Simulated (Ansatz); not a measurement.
Here is the system:

ZnO:
```xyz
4
Lattice="3.2500 0.0000 0.0000 -1.6250 2.8146 0.0000 0.0000 0.0000 5.2219" Properties=species:S:1:pos:R:3 pbc="T T T"
Zn     1.6250     0.9382     0.0149
Zn     0.0000     1.8764     2.6259
O      1.6250     0.9382     3.2498
O      0.0000     1.8764     0.6388
```

This is the HSE06-relaxed structure.

Task: All from DFT-HSE06 in the program Ansatz with PAW potentials, unless another level is named. Predict the band gap.

Result: 2.51 eV (direct).

Task: Next, the valence-band maximum?

Result: at Γ.

Space group P6_3mc (wurtzite). The cell was relaxed with HSE06 under the symmetry of its start. The hybrid was solved on a coarse mesh, the path and, where they were found, the r²SCAN edge points; its band edges are the extreme levels among these.

Potentials: the later of the program's two PAW sets.
